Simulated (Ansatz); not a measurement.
TiN (rock salt)

```
TiN
1.0
    0.00000     2.11666     2.11666
    2.11666     0.00000     2.11666
    2.11666     2.11666     0.00000
N Ti
1 1
Direct
  0.00000   0.00000   0.00000
  0.50000   0.50000   0.50000
```

In each cell atom 2 (Ti, nearest neighbour N at 2.117 Å; its periodic images, 3.0 Å or more away, move with it) moves by s·(-1.000, 0.000, 0.000) (towards the nearest neighbour), the rest being held.

All values below come from r2SCAN (plane waves to 500 eV, PAW, scalar-relativistic; Ansatz, an electronic-structure program). k mesh 15×15×15 (Γ-centred), Fermi-Dirac smearing 0.05 eV. The energy includes the smearing's −TS. Left out: 2 of 11 points, with atoms too close for the PAW data. With partly filled bands, energies and forces of such displacements shift with the k mesh and the smearing. The PAW data are Ansatz's earlier set. TiN is run without spin polarisation. TiN was relaxed with its symmetry unable to fall. The zero of ΔE is the undisplaced structure. The last digit holds for this mesh only.

```json
[
 {"s (Å)": "-0.336", "ΔE (meV/cell)": "678.0"},
 {"s (Å)": "-0.252", "ΔE (meV/cell)": "361.4"},
 {"s (Å)": "-0.168", "ΔE (meV/cell)": "156.5"},
 {"s (Å)": "-0.084", "ΔE (meV/cell)": "withheld"},
 {"s (Å)": "0.000", "ΔE (meV/cell)": "0.0"},
 {"s (Å)": "0.084", "ΔE (meV/cell)": "withheld"},
 {"s (Å)": "0.168", "ΔE (meV/cell)": "156.5"},
 {"s (Å)": "0.252", "ΔE (meV/cell)": "361.4"},
 {"s (Å)": "0.336", "ΔE (meV/cell)": "678.0"}
]
```

Fit an even polynomial form (powers 2, 4, 6) to the given rows and predict ΔE at s = -0.084.

Least squares on the 7 given rows: ΔE = (5475)·s² + (1726)·s⁴ + (26320)·s⁶, in meV/cell with s in Å; root-mean-square residual 0.02 meV/cell. At -0.084 the fit gives 38.7 meV/cell; the calculation gives 38.7 meV/cell, the same to the digits shown. The quadratic term alone would give 38.6 meV/cell.

(A displaced cell: forces are minus the slopes of the energy, force constants its curvatures, and phonons follow from these.)
